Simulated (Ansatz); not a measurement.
## P: energy along a strain

P, P4/mmm, a = 4.273 Å, c = 4.378 Å (as given, not relaxed at this level: -3.8 GPa). This isn't the element's structure at ambient conditions. Ansatz: PBEsol, PAW, 420 eV, Γ-centred 12×12×12 mesh on 1 atom, Gaussian smearing 0.15 eV; no spin polarisation. Cell vectors (Å): 4.273 0.000 0.000; 0.000 4.273 0.000; 0.000 0.000 4.378. The cell is strained by x per cent times the pattern (0 0 0 0 0 1) in the order xx yy zz yz xz xy (engineering shears), with fractional coordinates held. y is the free energy over the start, V0 = 79.932 Å³/atom. Symmetry makes y even in x.

| x (%) | y (meV/atom) |
| --- | --- |
| -4.00 | ? |
| -2.00 | 0.21 |
| 0.00 | 0.00 |
| 0.50 | 0.01 |
| 1.00 | 0.05 |
| 1.50 | 0.12 |
| 2.50 | 0.32 |
| 3.00 | 0.47 |
| 3.50 | 0.63 |

Question: Fit y = c2 x² + c4 x⁴ to the other rows, get the stiffness along the pattern, and predict the missing energy.

Answer: Least squares on the rows shown. y = 0.05245 x² − 7.611×10⁻⁵ x⁴. The clamped-ion stiffness p·C·p = 2 × 0.5245 eV × 160.2 / 79.932 Å³ = 2.1 GPa, which is C66 in these axes (second derivative at the start, which stands under stress). At x = -4.00 the fit asked for gives 0.82 meV/atom. The run gave 0.83 meV/atom, so the fit is 0.01 meV/atom too low, a small miss on the scale of the series.